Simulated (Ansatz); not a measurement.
Ga(MoS2)4 (space group F-43m)

```
CELL_PARAMETERS angstrom
      0.00000     4.83254     4.83254
      4.83254     0.00000     4.83254
      4.83254     4.83254     0.00000
ATOMIC_POSITIONS crystal
  Ga 0.50000 0.50000 0.50000
  Mo 0.30807 0.89731 0.89731
  Mo 0.89731 0.89731 0.89731
  Mo 0.89731 0.89731 0.30807
  Mo 0.89731 0.30807 0.89731
  S  0.63632 0.09104 0.63632
  S  0.09104 0.63632 0.63632
  S  0.63632 0.63632 0.63632
  S  0.63632 0.63632 0.09104
  S  0.13474 0.59577 0.13474
  S  0.59577 0.13474 0.13474
  S  0.13474 0.13474 0.13474
  S  0.13474 0.13474 0.59577
```

This relaxed cell (volume V₀) is scaled evenly in all directions, its shape held. The atoms relax within the cell's symmetry.

These are PBEsol (plane waves to 420 eV, PAW, scalar-relativistic; Ansatz, an electronic-structure program) values and carry that method's errors. k mesh 7×7×7 (Γ-centred), Fermi-Dirac smearing 0.05 eV. The energy includes the smearing's −TS. Compression counts positive. Ga(MoS2)4 is run without spin polarisation. Ga(MoS2)4 was relaxed with its symmetry unable to fall. ΔE is measured from the relaxed starting cell.

The scan covers V/V₀ from 0.900 to 1.100 in 13 points.

Task: What bulk modulus B₀ follows from a third-order Birch-Murnaghan fit?

Result: 103 GPa.

Task: What is the fitted pressure derivative B₀′?

Result: 5.1.

(Under strain, the slope of the energy per volume gives the stress and its curvature an elastic modulus.)
